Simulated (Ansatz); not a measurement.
Given:

N:
Space group P6₃/mmc (No. 194); a = 3.686 Å, b = 3.686 Å, c = 7.776 Å, α = 90.00°, β = 90.00°, γ = 120.00°

```json
[
 {"atom": "N", "site": "4f", "symmetry": "3m.", "x": "0.3333", "y": "0.6667", "z": "0.1797"}
]
```

This is the r²SCAN+D4-relaxed structure.

Problem. All from r²SCAN+D4 (plane waves, PAW; program Ansatz), unless another level is named. Give the smallest direct gap on the standard path.

Solution. 7.95 eV.

Problem. Give the band gap.

Solution. 7.91 eV (indirect).

Problem. Predict the conduction-band minimum.

Solution. at M (3 equivalent valleys).

Problem. And the valence-band maximum?

Solution. on the K–Γ line, 55 % of the way from K.

Space group P6_3/mmc. The first step of the workflow began from a Materials Project structure, measured or hypothetical; the Crystallography Open Database copy checked does not list it. It is not the usual solid phase (space group No. 205). Symmetry was held in the r²SCAN+D4 relaxation; its stability against distortions is not shown here. The substance is a gas or liquid at ambient conditions.

Potentials: the later of the program's two PAW sets.
